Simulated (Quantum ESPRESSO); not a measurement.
**Band energies of Sn**

```
CELL_PARAMETERS angstrom
      0.00000     3.27186     3.27186
      3.27186     0.00000     3.27186
      3.27186     3.27186     0.00000
ATOMIC_POSITIONS crystal
  Sn 0.50000 0.50000 0.50000
  Sn 0.75000 0.75000 0.75000
```

PBEsol (pw.x of Quantum ESPRESSO, ONCV potentials, with spin-orbit coupling); path ΓXWKΓLUWLK,UX; energies in eV from the Fermi level.

| k (1/Å) | point | band 28 | band 29 | band 30 | band 31 | band 32 | band 33 | band 34 | band 35 |
|---|---|---|---|---|---|---|---|---|---|
| 0.00 | Γ | 0.33 | 0.33 | 0.33 | 1.84 | 1.84 | 2.32 | 2.32 | 2.32 |
| 0.21 |  | -0.37 | 1.32 | 1.32 | 1.71 | 1.71 | 2.91 | 2.91 | 3.02 |
| 0.43 |  | -1.29 | 1.09 | 1.09 | 2.13 | 2.13 | 4.35 | 4.35 | 4.38 |
| 0.75 |  | -2.19 | 0.65 | 0.65 | 1.32 | 1.32 | 6.53 | 6.53 | 6.69 |
| 0.96 | X | -2.38 | 0.81 | 0.81 | 0.81 | 0.81 | 7.51 | 7.51 | 7.51 |
| 1.32 |  | -2.80 | 2.46 | 2.46 | 2.64 | 2.64 | 4.81 | 4.81 | 4.93 |
| 1.44 | W | -2.86 | 3.16 | 3.16 | 3.48 | 3.48 | 3.99 | 3.99 | 4.01 |
| 1.55 |  | -2.63 | 2.37 | 2.37 | 3.39 | 3.39 | 4.48 | 4.48 | 4.57 |
| 1.78 | K | -2.03 | 1.07 | 1.07 | 3.29 | 3.29 | 5.59 | 5.59 | 5.93 |
| 1.88 |  | -1.80 | 1.23 | 1.23 | 4.35 | 4.35 | 5.05 | 5.05 | 5.28 |
| 2.09 |  | -1.24 | 1.47 | 1.47 | 4.05 | 4.05 | 4.19 | 4.19 | 4.42 |
| 2.29 |  | -0.64 | 1.37 | 1.37 | 3.15 | 3.15 | 3.33 | 3.33 | 4.16 |
| 2.59 |  | 0.03 | 0.78 | 0.78 | 2.23 | 2.23 | 2.47 | 2.47 | 3.02 |
| 2.80 | Γ | 0.33 | 0.33 | 0.33 | 1.84 | 1.84 | 2.32 | 2.32 | 2.32 |
| 3.11 |  | -0.19 | 0.42 | 0.42 | 2.65 | 2.65 | 2.97 | 2.97 | 3.54 |
| 3.32 |  | -0.60 | 0.12 | 0.12 | 3.03 | 3.03 | 3.31 | 3.31 | 5.26 |
| 3.63 | L | -0.86 | -0.09 | -0.09 | 3.11 | 3.11 | 3.32 | 3.32 | 5.56 |
| 3.86 |  | -1.36 | 1.13 | 1.13 | 3.10 | 3.10 | 3.87 | 3.87 | 5.87 |
| 4.22 | U | -2.03 | 1.07 | 1.07 | 3.29 | 3.29 | 5.59 | 5.59 | 5.93 |
| 4.44 |  | -2.63 | 2.37 | 2.37 | 3.39 | 3.39 | 4.48 | 4.48 | 4.57 |
| 4.56 | W | -2.86 | 3.16 | 3.16 | 3.48 | 3.48 | 3.99 | 3.99 | 4.01 |
| 4.65 |  | -2.64 | 2.87 | 2.87 | 3.40 | 3.40 | 4.08 | 4.08 | 4.39 |
| 4.95 |  | -1.58 | 1.54 | 1.54 | 2.91 | 2.91 | 4.33 | 4.33 | 5.73 |
| 5.14 |  | -1.07 | 0.34 | 0.34 | 3.09 | 3.09 | 3.38 | 3.38 | 5.73 |
| 5.24 | L | -0.86 | -0.09 | -0.09 | 3.11 | 3.11 | 3.32 | 3.32 | 5.56 |
| 5.40 |  | -1.21 | 0.79 | 0.79 | 3.05 | 3.05 | 3.57 | 3.57 | 5.92 |
| 5.57 |  | -1.58 | 1.31 | 1.31 | 3.53 | 3.53 | 4.43 | 4.43 | 5.31 |
| 5.82 | K | -2.03 | 1.07 | 1.07 | 3.29 | 3.29 | 5.59 | 5.59 | 5.93 |
| 5.82 | U | -2.03 | 1.07 | 1.07 | 3.29 | 3.29 | 5.59 | 5.59 | 5.93 |
| 5.91 |  | -2.18 | 0.96 | 0.96 | 2.39 | 2.39 | 6.13 | 6.13 | 6.48 |
| 6.16 | X | -2.38 | 0.81 | 0.81 | 0.81 | 0.81 | 7.51 | 7.51 | 7.51 |

At this level the gap is closed or nearly so: along the path the highest valence and lowest conduction bands touch, or overlap by less than 0.6 eV, a zero-gap or semimetallic result; the valence top lies at Γ, the conduction bottom at L, 0.42 eV lower.

Geometry relaxed with PBEsol.
